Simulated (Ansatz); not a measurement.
Ti6Ge2B:
```yaml
crystal:
  lattice:
    - [6.80905, 0.00000, 0.00000]
    - [-3.40453, 5.89681, 0.00000]
    - [0.00000, 0.00000, 3.35636]
  atoms:
    - { symbol: Ti, position: [0.00000, 0.76489, 0.00000] }
    - { symbol: Ti, position: [0.76489, 0.00000, 0.00000] }
    - { symbol: Ti, position: [0.23511, 0.23511, 0.00000] }
    - { symbol: Ti, position: [0.00000, 0.39470, 0.50000] }
    - { symbol: Ti, position: [0.39470, 0.00000, 0.50000] }
    - { symbol: Ti, position: [0.60530, 0.60530, 0.50000] }
    - { symbol: Ge, position: [0.33333, 0.66667, 0.00000] }
    - { symbol: Ge, position: [0.66667, 0.33333, 0.00000] }
    - { symbol: B, position: [0.00000, 0.00000, 0.50000] }
```

Relaxed with r²SCAN. Special points in fractions of this cell's reciprocal vectors: Γ (0.000, 0.000, 0.000); M (0.500, 0.000, 0.000); K (0.333, 0.333, 0.000); A (0.000, 0.000, 0.500); L (0.500, 0.000, 0.500); H (0.333, 0.333, 0.500).

Problem. List the band energies nearest the Fermi level at these points for DFT-r²SCAN in the program Ansatz with PAW potentials.

Solution. In eV from the Fermi level; about four levels below and three above (degenerate sets whole), none deeper than 8.9 eV; points with the same levels are listed once.

```
k                          below                above
-  -----------------------------  -------------------
Γ        -0.80 -0.47 -0.28 -0.28  0.12 0.12 0.51 0.51
M        -0.74 -0.44 -0.21 -0.16       0.49 0.74 0.90
K  -0.80 -0.80 -0.40 -0.33 -0.33       0.68 0.68 0.99
A        -0.37 -0.37 -0.17 -0.17  0.70 0.92 1.00 1.00
L        -0.57 -0.53 -0.52 -0.33       0.99 1.03 1.17
H  -0.65 -0.65 -0.52 -0.52 -0.41  1.07 1.07 1.24 1.24
```

Space group P-62m. The first step of the workflow began from a Materials Project structure, measured or hypothetical; the Crystallography Open Database copy checked does not list it. Whether it is the stable phase at ambient conditions was not checked. The cell was relaxed with r²SCAN under the symmetry of its start; its stability against distortions is not shown here. No spin polarisation was allowed. Scalar-relativistic: spin–orbit coupling is off unless named, which matters more the heavier the elements.

Potentials: the later of the program's two PAW sets.
